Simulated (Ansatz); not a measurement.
**BP (F-43m): energy against volume by PBE and RPA**

```cif
data_structure
_symmetry_space_group_name_H-M 'P 1'
_symmetry_Int_Tables_number 1
_cell_length_a 3.2089
_cell_length_b 3.2089
_cell_length_c 3.2089
_cell_angle_alpha 60.000
_cell_angle_beta 60.000
_cell_angle_gamma 60.000
_cell_volume 23.36
loop_
_atom_site_label
_atom_site_type_symbol
_atom_site_fract_x
_atom_site_fract_y
_atom_site_fract_z
_atom_site_occupancy
B1 B 0.00000 0.00000 0.00000 1
P1 P 0.25000 0.25000 0.25000 1
```

RPA total energy on PBE orbitals, norm-conserving pseudopotentials (Ansatz); 6×6×6 mesh, wave cutoff 1116 eV, correlation extrapolated to infinite response cutoff from cutoffs up to 250 eV, 8 electrons, all correlated, long-wavelength term: optical limit, core-valence exchange-correlation kept as a semilocal term.

A Birch-Murnaghan fit gives PBE: V0 = 11.77 Å³ an atom (lattice constants +0.3 % against the given cell), B0 = 161 GPa.

What does RPA on these orbitals give?

RPA: V0 = 11.60 Å³ an atom (lattice constants -0.2 % against the given cell), B0 = 170 GPa. The points for the whole cell, counted from the given cell:

| V/V_given | V (Å³) | PBE (meV) | Hartree-Fock expression on these orbitals (meV) | RPA (meV) |
| --- | --- | --- | --- | --- |
| 0.92 | 21.49 | 103 | 133 | 74 |
| 0.96 | 22.43 | 28 | 40 | 14 |
| 1.00 | 23.36 | 0 | 0 | 0 |
| 1.04 | 24.30 | 11 | 5 | 26 |
| 1.08 | 25.23 | 54 | 48 | 83 |

With norm-conserving pseudopotentials the core–valence exchange is only approximate, which can shift gaps by tenths of an eV and RPA lattice constants by most of a per cent.
